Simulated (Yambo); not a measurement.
AlP (wurtzite, space group P6_3mc, No. 186), G0W0@LDA in Yambo; all else as in the reference (6×6×2 Γ-centred k mesh, 179 bands and a 10 Ry block in the screening, 179 bands in G with the Bruneval-Gonze terminator, plasmon pole fitted at 27.2 eV). One parameter is varied: the cutoff of the exchange sum, over 5, 10, 20, 40, 48 Ry.

Q: From which value on does the gap Γ → M stay within 0.05 eV of the largest setting?

A: From 10 Ry on.
| cutoff of the exchange sum (Ry) | G0W0 gap (eV) | valence shift (eV) |
|---|---|---|
| 5 | 2.72 | -0.71 |
| 10 | 2.80 | -0.83 |
| 20 | 2.80 | -0.84 |
| 40 | 2.80 | -0.84 |
| 48 | 2.80 | -0.84 |
The last step of the sweep still moves the gap by 0 meV; the other settings are held fixed.

Geometry relaxed with LDA; primitive cell a = b = 3.8310 Å, c = 6.2871 Å, α = β = 90.00°, γ = 120.00°.

This is not the ordinary phase of the substance; no match was found in the copy of COD used, and its stability was not checked.

A shift is the quasiparticle energy of the state minus its LDA energy.
